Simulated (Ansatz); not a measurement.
Ti (fcc (Cu type), Fm-3m) under volume change, DFT-r²SCAN in the program Ansatz with PAW potentials, scaled uniformly.

```json
[
 {"V (Å³/atom)": "15.798", "E − E(relaxed) (meV/atom)": "…", "P (GPa)": "…"},
 {"V (Å³/atom)": "16.318", "E − E(relaxed) (meV/atom)": "23.7", "P (GPa)": "7.62"},
 {"V (Å³/atom)": "16.839", "E − E(relaxed) (meV/atom)": "5.7", "P (GPa)": "3.57"},
 {"V (Å³/atom)": "17.360", "E − E(relaxed) (meV/atom)": "0.0", "P (GPa)": "0.00"},
 {"V (Å³/atom)": "17.881", "E − E(relaxed) (meV/atom)": "…", "P (GPa)": "…"},
 {"V (Å³/atom)": "18.402", "E − E(relaxed) (meV/atom)": "20.1", "P (GPa)": "-5.92"},
 {"V (Å³/atom)": "18.922", "E − E(relaxed) (meV/atom)": "43.3", "P (GPa)": "-8.34"}
]
```

### Question
Fill in the missing entries.

### Answer

- 15.798, E − E(relaxed) (meV/atom): 55.8
- 15.798, P (GPa): 12.20
- 17.881, E − E(relaxed) (meV/atom): 5.2
- 17.881, P (GPa): -3.15

### Question
What does a third-order Birch–Murnaghan fit give for V₀, B₀ and B′?

### Answer
V₀ = 17.36 Å³/atom, B₀ = 111 GPa, B′ = 3.2.

The first step of the workflow began from a Materials Project structure, measured or hypothetical; the Crystallography Open Database files this formula in space group No. 225, but the cells were not matched. It is not the phase usual at ambient conditions (space group No. 194). The cell was relaxed with r²SCAN under the symmetry of its start; whether a distortion lowers the energy is not shown. No spin polarisation was allowed.

Potentials: the later of the program's two PAW sets.
